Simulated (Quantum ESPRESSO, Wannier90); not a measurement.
# YN (rock salt): Wannier90 run

```
begin unit_cell_cart
ang
    0.0000000000    2.4483600000    2.4483600000
    2.4483600000    0.0000000000    2.4483600000
    2.4483600000    2.4483600000    0.0000000000
end unit_cell_cart
begin atoms_frac
Y    0.0000000000  0.0000000000  0.0000000000
N    0.5000000000  0.5000000000  0.5000000000
end atoms_frac
```

Materials Project entry mp-2114; symmetrised, unrelaxed at this level. COD (Crystallography Open Database) has an entry of this formula and space group (matched by these alone). Computed values, not measurements, from PBEsol: Quantum ESPRESSO (norm-conserving PseudoDojo potentials, cutoff 68 Ry, no spin polarisation, no spin-orbit coupling) on a Γ-centred 12×12×12 mesh, then Wannier90. Density: 12×12×12 mesh, cold smearing 0.01 Ry. The gap is small at this level and was sampled on the meshes and a path alone.

A tight-binding model is made by disentanglement and projection with no localisation steps (num_iter = 0), so the 8 orbitals stay atom-like: hydrogen-like Y: d; N: p, axes along x, y, z; frozen window up to 1.62 eV relative to the valence-band maximum. It follows pw.x to 11 meV rms for states up to 1.1 eV relative to the valence-band maximum. Matrix elements depend on this choice of orbitals and windows.

What are the on-site energies relative to the valence-band maximum, and how fast do the hoppings decay?


| atom | orbitals | energy (eV) |
|---|---|---|
| Y1 | dz2 dx2-y2 | 7.06 |
| Y1 | dxz dyz dxy | 5.03 |
| N2 | pz px py | -0.32 |

```json
[
 {"distance of the centres (Å)": "2–3", "largest modulus (eV)": "2.0"},
 {"distance of the centres (Å)": "3–4", "largest modulus (eV)": "0.78"},
 {"distance of the centres (Å)": "4–5", "largest modulus (eV)": "0.10"},
 {"distance of the centres (Å)": "5–6", "largest modulus (eV)": "0.048"},
 {"distance of the centres (Å)": "6–7", "largest modulus (eV)": "0.0091"},
 {"distance of the centres (Å)": "7–8", "largest modulus (eV)": "0.024"},
 {"distance of the centres (Å)": "8–9", "largest modulus (eV)": "0.0046"},
 {"distance of the centres (Å)": "9–10", "largest modulus (eV)": "0.0057"},
 {"distance of the centres (Å)": "10–11", "largest modulus (eV)": "0.0045"},
 {"distance of the centres (Å)": "11–12", "largest modulus (eV)": "0.0017"},
 {"distance of the centres (Å)": "12–13", "largest modulus (eV)": "0.0026"}
]
```
